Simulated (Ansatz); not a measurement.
Given:

TaRu:
```
CELL_PARAMETERS angstrom
      3.04552     0.00000     0.00000
      0.00000     3.04552     0.00000
      0.00000     0.00000     3.39051
ATOMIC_POSITIONS crystal
  Ru 0.00000 0.00000 0.00000
  Ta 0.50000 0.50000 0.50000
```

This is the r²SCAN-relaxed structure.

### Question
All from r²SCAN in the plane-wave PAW code Ansatz, unless another level is named. Give the density of states at the Fermi level.

### Answer
0.94 states/eV per atom (mean over ±0.08 eV).

### Question
Give the formation energy from the elements (no fitted shifts).

### Answer
-0.35 eV/atom.

### Question
What about the gap with spin–orbit coupling?

### Answer
none (metallic).

Space group P4/mmm (L1₀ or tetragonal B2). The workflow started from an entry of the Crystallography Open Database (COD), which files this formula under 2 space groups. Its standing as an ambient phase is unchecked. Symmetry was held in the r²SCAN relaxation; whether a distortion lowers the energy is not shown. No spin polarisation was allowed. The references are the lowest solids computed at this level, not always the standard phases. Spin–orbit coupling is left out wherever it is not named.

Potentials: the later of the program's two PAW sets.
